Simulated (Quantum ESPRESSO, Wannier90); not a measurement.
## Wannierisation of CsPbBr₃ (cubic perovskite)

```xyz
5
Lattice="5.9486 0.0000 0.0000 0.0000 5.9486 0.0000 0.0000 0.0000 5.9486" Properties=species:S:1:pos:R:3 pbc="T T T"
Cs     0.0000     0.0000     0.0000
Pb     2.9743     2.9743     2.9743
Br     2.9743     2.9743     0.0000
Br     0.0000     2.9743     2.9743
Br     2.9743     0.0000     2.9743
```

Cell from Materials Project (mp-600089), symmetrised, no further relaxation. COD (Crystallography Open Database) records the formula in this space group. Ideal cubic forms of this type are often high-temperature phases that distort on cooling; symmetry holds the cell here, and its stability was not tested. Level: PBEsol, spinors with spin-orbit coupling; pw.x of Quantum ESPRESSO at 45 Ry with PseudoDojo potentials, 4×4×4 k-points, Wannier90. Density: 6×6×6 mesh, Gaussian smearing 0.01 Ry.

A tight-binding model is made by disentanglement and projection with no localisation steps (num_iter = 0), so the 32 orbitals stay atom-like: hydrogen-like Cs: s; Pb: p; Br: s;p, axes along x, y, z; frozen window up to 4.44 eV relative to the valence-band maximum. It follows pw.x to 6.0 meV rms for states up to 1.4 eV relative to the valence-band maximum. Matrix elements depend on this choice of orbitals and windows. Bands 19–20 (Cs 5p 99 %), 21–26 (Cs 5p 66 %, Pb 6s 25 %, Br 4p 7 %) lie between the kept ones and are excluded.

The 45 largest hoppings ⟨m,0|H|n,R⟩ between different sites (one of each Hermitian pair; signs follow the real orbitals' lobes; the list may end inside a set of equal values):

```tsv
m	n	R	distance of the centres (Å)	t (eV)	Im t (eV)
Br3 pz↑	Pb2 pz↑	0 0 0	2.99	1.831	0.000
Br3 pz↓	Pb2 pz↓	0 0 0	2.97	1.831	0.000
Br4 px↑	Pb2 px↑	0 0 0	2.96	1.831	0.000
Br4 px↓	Pb2 px↓	0 0 0	2.97	1.831	0.000
Br5 py↑	Pb2 py↑	0 0 0	2.98	1.831	0.000
Br5 py↓	Pb2 py↓	0 0 0	2.99	1.831	0.000
Pb2 pz↑	Br3 pz↑	0 0 1	2.96	1.831	0.000
Pb2 pz↓	Br3 pz↓	0 0 1	2.98	1.831	0.000
Pb2 py↑	Br5 py↑	0 1 0	2.97	1.831	0.000
Pb2 py↓	Br5 py↓	0 1 0	2.96	1.831	0.000
Pb2 px↑	Br4 px↑	1 0 0	2.99	1.831	0.000
Pb2 px↓	Br4 px↓	1 0 0	2.98	1.831	0.000
Br3 s↑	Pb2 pz↑	0 0 0	2.99	0.922	0.000
Br5 s↓	Pb2 py↓	0 0 0	2.99	0.921	0.002
Pb2 px↑	Br4 s↑	1 0 0	2.99	-0.921	-0.001
Br5 s↑	Pb2 py↑	0 0 0	2.98	0.920	0.002
Pb2 pz↓	Br3 s↓	0 0 1	2.98	-0.919	-0.001
Pb2 px↓	Br4 s↓	1 0 0	2.98	-0.919	0.001
Br4 s↓	Pb2 px↓	0 0 0	2.97	0.919	-0.001
Br3 s↓	Pb2 pz↓	0 0 0	2.97	0.919	0.001
Pb2 py↑	Br5 s↑	0 1 0	2.96	-0.917	-0.002
Br4 s↑	Pb2 px↑	0 0 0	2.96	0.917	0.001
Pb2 py↓	Br5 s↓	0 1 0	2.96	-0.917	-0.002
Pb2 pz↑	Br3 s↑	0 0 1	2.95	-0.916	0.000
Br3 px↑	Pb2 px↑	0 0 0	2.98	-0.461	0.000
Br3 px↓	Pb2 px↓	0 0 0	2.98	-0.461	0.000
Br3 py↑	Pb2 py↑	0 0 0	2.97	-0.461	0.000
Br3 py↓	Pb2 py↓	0 0 0	2.97	-0.461	0.000
Br4 pz↑	Pb2 pz↑	0 0 0	2.98	-0.461	0.000
Br4 pz↓	Pb2 pz↓	0 0 0	2.96	-0.461	0.000
Br4 py↑	Pb2 py↑	0 0 0	2.97	-0.461	0.000
Br4 py↓	Pb2 py↓	0 0 0	2.97	-0.461	0.000
Br5 pz↑	Pb2 pz↑	0 0 0	2.98	-0.461	0.000
Br5 pz↓	Pb2 pz↓	0 0 0	2.98	-0.461	0.000
Br5 px↑	Pb2 px↑	0 0 0	2.99	-0.461	0.000
Br5 px↓	Pb2 px↓	0 0 0	2.98	-0.461	0.000
Pb2 px↑	Br3 px↑	0 0 1	2.97	-0.461	0.000
Pb2 px↓	Br3 px↓	0 0 1	2.97	-0.461	0.000
Pb2 py↑	Br3 py↑	0 0 1	2.98	-0.461	0.000
Pb2 py↓	Br3 py↓	0 0 1	2.97	-0.461	0.000
Pb2 pz↑	Br5 pz↑	0 1 0	2.97	-0.461	0.000
Pb2 pz↓	Br5 pz↓	0 1 0	2.97	-0.461	0.000
Pb2 px↑	Br5 px↑	0 1 0	2.96	-0.461	0.000
Pb2 px↓	Br5 px↓	0 1 0	2.96	-0.461	0.000
Pb2 pz↑	Br4 pz↑	1 0 0	2.97	-0.461	0.000
```
